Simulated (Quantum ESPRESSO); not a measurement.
# Computed records: Si7N (made-up cell)

Computed with Quantum ESPRESSO 7.5. Calculation on a made-up crystal cell, not a measurement: periodic Kohn-Sham density functional theory in plane waves with PseudoDojo standard norm-conserving scalar-relativistic pseudopotentials, each functional with its own files (v0.5 for PBE, v0.4.1 for LDA and PBEsol), no spin polarisation, no spin-orbit coupling, atoms not relaxed, stress positive in tension, energies less a fixed whole-eV offset for each atom's element; levels are Kohn-Sham levels at fractions of this cell's reciprocal vectors, counted from the reference band (half the neutral cell's valence electrons, rounded up) at Gamma; error bars cover cutoff and k-mesh only, not smearing or the files; added strain carries the atoms with the cell, and shear is the tensor component; each bar is the largest change over components, and at least 0.002 eV, 0.002 eV per angstrom or 0.02 GPa; energies are for the whole cell, and the offsets were chosen from early runs and are not element reference energies.

Settings shared by all entries: lattice type zincblende/diamond; functional pbe; cutoff 1143 eV; fermi dirac smearing 0.1 eV; scf tolerance 1e-07 eV; electrons removed 0; k mesh 6 x 6 x 6, shifted by half a step.

```json
{"entry": 1, "formula": "Si7N", "kind": "made-up cell", "structure": {"cell_angstrom": [[5.468, 0.0705, -0.0752], [0.0705, 5.4553, 0.0576], [-0.0752, 0.0576, 5.4504]], "atoms_fractional": [["N", 0.00418, -0.01005, 0.01791], ["Si", -0.01226, 0.48298, 0.50423], ["Si", 0.49279, -0.02125, 0.50473], ["Si", 0.52338, 0.50784, -0.01422], ["Si", 0.23993, 0.25351, 0.27434], ["Si", 0.24686, 0.75426, 0.75116], ["Si", 0.74855, 0.27298, 0.75583], ["Si", 0.75226, 0.75288, 0.26497]]}, "given": {"atom_site": [1, 2, 3, 4, 5, 6, 7, 8], "atom_energy_offset [eV]": [-283, -115, -115, -115, -115, -115, -115, -115]}, "results": {"free_energy_less_offsets [eV]": 3.469, "smearing_term_minus_ts [eV]": -0.04251, "scf_iterations": 11, "pressure [GPa]": -5.496, "stress_xx [GPa]": 5.489, "stress_yy [GPa]": 5.828, "stress_zz [GPa]": 5.17, "stress_yz [GPa]": 1.432, "stress_xz [GPa]": 1.42, "stress_xy [GPa]": 4.46, "force_site": [1, 2, 3, 4, 5, 6, 7, 8], "force_x [eV/angstrom]": [-0.1142, 0.963, 0.4942, -1.867, 0.5637, -1.516, 0.5917, 0.8852], "force_y [eV/angstrom]": [0.3838, 1.428, 1.555, 0.6048, -1.194, 0.06953, -3.625, 0.7788], "force_z [eV/angstrom]": [0.03693, 0.4827, 0.4523, 2.271, -2.564, 1.203, 0.133, -2.015], "fermi_level [eV]": 0.4814, "reference_band": 17, "level_k_point": ["Gamma", "(1/2,1/2,1/2)", "(0.15,0,0)", "(0,0.15,0)", "(0,0,0.15)"], "next_band_up [eV]": [0.7924, 1.612, 1.077, 0.9863, 1.001], "error_bar_energy [eV]": 0.01113, "error_bar_stress [GPa]": 0.02, "error_bar_force [eV/angstrom]": 0.009005, "error_bar_next_band_up [eV]": 0.002, "error_bar_fermi_level [eV]": 0.002, "error_bars_from": "tighter rerun of a related cell"}}
{"entry": 2, "formula": "Si7N", "kind": "made-up cell", "structure": {"cell_angstrom": [[5.468, 0.0705, -0.0752], [0.0705, 5.4553, 0.0576], [-0.0752, 0.0576, 5.4504]], "atoms_fractional": [["N", 0.00418, -0.01005, 0.01791], ["Si", -0.01248, 0.50004, 0.50405], ["Si", 0.49279, -0.02125, 0.50473], ["Si", 0.52338, 0.50784, -0.01422], ["Si", 0.23993, 0.25351, 0.27434], ["Si", 0.24686, 0.75426, 0.75116], ["Si", 0.74855, 0.27298, 0.75583], ["Si", 0.75226, 0.75288, 0.26497]]}, "given": {"atom_site": [1, 2, 3, 4, 5, 6, 7, 8], "atom_energy_offset [eV]": [-283, -115, -115, -115, -115, -115, -115, -115]}, "results": {"free_energy_less_offsets [eV]": 3.398, "smearing_term_minus_ts [eV]": -0.04205, "scf_iterations": 11, "pressure [GPa]": -5.56, "stress_xx [GPa]": 5.681, "stress_yy [GPa]": 5.66, "stress_zz [GPa]": 5.339, "stress_yz [GPa]": 1.674, "stress_xz [GPa]": 0.2861, "stress_xy [GPa]": 4.643, "force_site": [1, 2, 3, 4, 5, 6, 7, 8], "force_x [eV/angstrom]": [-0.1089, 1.172, 0.4973, -1.877, 0.2467, -1.354, 0.9124, 0.511], "force_y [eV/angstrom]": [0.4278, 0.1033, 1.611, 0.5031, -0.8472, 0.3072, -3.308, 1.202], "force_z [eV/angstrom]": [0.03474, 0.7376, 0.4524, 2.29, -2.305, 1.347, -0.188, -2.368], "fermi_level [eV]": 0.5638, "reference_band": 17, "level_k_point": ["Gamma", "(1/2,1/2,1/2)", "(0.15,0,0)", "(0,0.15,0)", "(0,0,0.15)"], "next_band_up [eV]": [0.9023, 1.705, 1.153, 1.105, 1.121], "error_bar_energy [eV]": 0.01113, "error_bar_stress [GPa]": 0.02, "error_bar_force [eV/angstrom]": 0.009005, "error_bar_next_band_up [eV]": 0.002, "error_bar_fermi_level [eV]": 0.002, "error_bars_from": "tighter rerun of a related cell"}}
{"entry": 3, "formula": "Si7N", "kind": "made-up cell", "structure": {"cell_angstrom": [[5.468, 0.0705, -0.0752], [0.0705, 5.4553, 0.0576], [-0.0752, 0.0576, 5.4504]], "atoms_fractional": [["N", 0.00418, -0.01005, 0.01791], ["Si", -0.01257, 0.50645, 0.50398], ["Si", 0.49279, -0.02125, 0.50473], ["Si", 0.52338, 0.50784, -0.01422], ["Si", 0.23993, 0.25351, 0.27434], ["Si", 0.24686, 0.75426, 0.75116], ["Si", 0.74855, 0.27298, 0.75583], ["Si", 0.75226, 0.75288, 0.26497]]}, "given": {"atom_site": [1, 2, 3, 4, 5, 6, 7, 8], "atom_energy_offset [eV]": [-283, -115, -115, -115, -115, -115, -115, -115]}, "results": {"free_energy_less_offsets [eV]": 3.403, "smearing_term_minus_ts [eV]": -0.042, "scf_iterations": 11, "pressure [GPa]": -5.532, "stress_xx [GPa]": 5.667, "stress_yy [GPa]": 5.611, "stress_zz [GPa]": 5.319, "stress_yz [GPa]": 1.766, "stress_xz [GPa]": -0.1402, "stress_xy [GPa]": 4.718, "force_site": [1, 2, 3, 4, 5, 6, 7, 8], "force_x [eV/angstrom]": [-0.1068, 1.259, 0.4983, -1.88, 0.142, -1.283, 1.02, 0.3495], "force_y [eV/angstrom]": [0.4439, -0.4055, 1.632, 0.4643, -0.7222, 0.4053, -3.19, 1.373], "force_z [eV/angstrom]": [0.03376, 0.8449, 0.4524, 2.295, -2.22, 1.411, -0.295, -2.522], "fermi_level [eV]": 0.5893, "reference_band": 17, "level_k_point": ["Gamma", "(1/2,1/2,1/2)", "(0.15,0,0)", "(0,0.15,0)", "(0,0,0.15)"], "next_band_up [eV]": [0.9276, 1.73, 1.168, 1.137, 1.149], "error_bar_energy [eV]": 0.01113, "error_bar_stress [GPa]": 0.02, "error_bar_force [eV/angstrom]": 0.009005, "error_bar_next_band_up [eV]": 0.002, "error_bar_fermi_level [eV]": 0.002, "error_bars_from": "tighter rerun of a related cell"}}
{"entry": 4, "formula": "Si7N", "kind": "made-up cell", "structure": {"cell_angstrom": [[5.468, 0.0705, -0.0752], [0.0705, 5.4553, 0.0576], [-0.0752, 0.0576, 5.4504]], "atoms_fractional": [["N", 0.00418, -0.01005, 0.01791], ["Si", -0.01262, 0.51078, 0.50393], ["Si", 0.49279, -0.02125, 0.50473], ["Si", 0.52338, 0.50784, -0.01422], ["Si", 0.23993, 0.25351, 0.27434], ["Si", 0.24686, 0.75426, 0.75116], ["Si", 0.74855, 0.27298, 0.75583], ["Si", 0.75226, 0.75288, 0.26497]]}, "given": {"atom_site": [1, 2, 3, 4, 5, 6, 7, 8], "atom_energy_offset [eV]": [-283, -115, -115, -115, -115, -115, -115, -115]}, "results": {"free_energy_less_offsets [eV]": 3.417, "smearing_term_minus_ts [eV]": -0.04201, "scf_iterations": 11, "pressure [GPa]": -5.497, "stress_xx [GPa]": 5.63, "stress_yy [GPa]": 5.582, "stress_zz [GPa]": 5.279, "stress_yz [GPa]": 1.827, "stress_xz [GPa]": -0.429, "stress_xy [GPa]": 4.77, "force_site": [1, 2, 3, 4, 5, 6, 7, 8], "force_x [eV/angstrom]": [-0.1054, 1.32, 0.4989, -1.881, 0.07566, -1.231, 1.089, 0.2339], "force_y [eV/angstrom]": [0.4546, -0.7497, 1.645, 0.4381, -0.6402, 0.4738, -3.113, 1.491], "force_z [eV/angstrom]": [0.03305, 0.9208, 0.4524, 2.299, -2.167, 1.457, -0.3628, -2.632], "fermi_level [eV]": 0.6012, "reference_band": 17, "level_k_point": ["Gamma", "(1/2,1/2,1/2)", "(0.15,0,0)", "(0,0.15,0)", "(0,0,0.15)"], "next_band_up [eV]": [0.936, 1.742, 1.171, 1.152, 1.16], "error_bar_energy [eV]": 0.01113, "error_bar_stress [GPa]": 0.02, "error_bar_force [eV/angstrom]": 0.009005, "error_bar_next_band_up [eV]": 0.002, "error_bar_fermi_level [eV]": 0.002, "error_bars_from": "tighter rerun of this cell"}}
{"entry": 5, "formula": "Si7N", "kind": "made-up cell", "structure": {"cell_angstrom": [[5.468, 0.0705, -0.0752], [0.0705, 5.4553, 0.0576], [-0.0752, 0.0576, 5.4504]], "atoms_fractional": [["N", 0.00418, -0.01005, 0.01791], ["Si", -0.01266, 0.51384, 0.5039], ["Si", 0.49279, -0.02125, 0.50473], ["Si", 0.52338, 0.50784, -0.01422], ["Si", 0.23993, 0.25351, 0.27434], ["Si", 0.24686, 0.75426, 0.75116], ["Si", 0.74855, 0.27298, 0.75583], ["Si", 0.75226, 0.75288, 0.26497]]}, "given": {"atom_site": [1, 2, 3, 4, 5, 6, 7, 8], "atom_energy_offset [eV]": [-283, -115, -115, -115, -115, -115, -115, -115]}, "results": {"free_energy_less_offsets [eV]": 3.431, "smearing_term_minus_ts [eV]": -0.04203, "scf_iterations": 11, "pressure [GPa]": -5.465, "stress_xx [GPa]": 5.591, "stress_yy [GPa]": 5.565, "stress_zz [GPa]": 5.238, "stress_yz [GPa]": 1.87, "stress_xz [GPa]": -0.6343, "stress_xy [GPa]": 4.807, "force_site": [1, 2, 3, 4, 5, 6, 7, 8], "force_x [eV/angstrom]": [-0.1044, 1.365, 0.4992, -1.883, 0.03079, -1.193, 1.136, 0.1488], "force_y [eV/angstrom]": [0.4621, -0.9934, 1.655, 0.4196, -0.5834, 0.5233, -3.058, 1.575], "force_z [eV/angstrom]": [0.03252, 0.9763, 0.4524, 2.301, -2.131, 1.491, -0.4088, -2.714], "fermi_level [eV]": 0.6059, "reference_band": 17, "level_k_point": ["Gamma", "(1/2,1/2,1/2)", "(0.15,0,0)", "(0,0.15,0)", "(0,0,0.15)"], "next_band_up [eV]": [0.9364, 1.745, 1.167, 1.158, 1.162], "error_bar_energy [eV]": 0.01113, "error_bar_stress [GPa]": 0.02, "error_bar_force [eV/angstrom]": 0.009005, "error_bar_next_band_up [eV]": 0.002, "error_bar_fermi_level [eV]": 0.002, "error_bars_from": "tighter rerun of a related cell"}}
{"entry": 6, "formula": "Si7N", "kind": "made-up cell", "structure": {"cell_angstrom": [[5.468, 0.0705, -0.0752], [0.0705, 5.4553, 0.0576], [-0.0752, 0.0576, 5.4504]], "atoms_fractional": [["N", 0.00418, -0.01005, 0.01791], ["Si", -0.01274, 0.51964, 0.50384], ["Si", 0.49279, -0.02125, 0.50473], ["Si", 0.52338, 0.50784, -0.01422], ["Si", 0.23993, 0.25351, 0.27434], ["Si", 0.24686, 0.75426, 0.75116], ["Si", 0.74855, 0.27298, 0.75583], ["Si", 0.75226, 0.75288, 0.26497]]}, "given": {"atom_site": [1, 2, 3, 4, 5, 6, 7, 8], "atom_energy_offset [eV]": [-283, -115, -115, -115, -115, -115, -115, -115]}, "results": {"stress_zz [GPa]": null, "fermi_level [eV]": null}}
```

## Withheld values
1. Give the missing stress zz for Si7N (made-up cell) (entry 6).
2. Si7N (made-up cell) (entry 6): fermi level?

## Answers
1. 5.132 GPa
2. 0.6059 eV

Further results for Si7N (made-up cell) (entry 6):

* free energy less offsets: 3.47 eV
* smearing term minus ts: -0.04212 eV
* scf iterations: 11
* pressure: -5.385 GPa
* stress xx: 5.487 GPa
* stress yy: 5.536 GPa
* stress yz: 1.951 GPa
* stress xz: -1.026 GPa
* stress xy: 4.878 GPa
* reference band: 17
* error bar energy: 0.01113 eV
* error bar stress: 0.02 GPa
* error bar force: 0.009005 eV/Å
* error bar next band up: 0.002 eV
* error bar fermi level: 0.002 eV
* error bars from: tighter rerun of a related cell

Forces:
```tsv
site	x (eV/Å)	y (eV/Å)	z (eV/Å)
1	-0.1023	0.4762	0.03142
2	1.452	-1.454	1.085
3	0.4999	1.672	0.4524
4	-1.885	0.3846	2.305
5	-0.04957	-0.4789	-2.067
6	-1.116	0.619	1.56
7	1.221	-2.958	-0.4912
8	-0.01984	1.738	-2.876
```

Levels:
```tsv
level k point	next band up (eV)
Gamma	0.9249
(1/2,1/2,1/2)	1.742
(0.15,0,0)	1.149
(0,0.15,0)	1.157
(0,0,0.15)	1.152
```
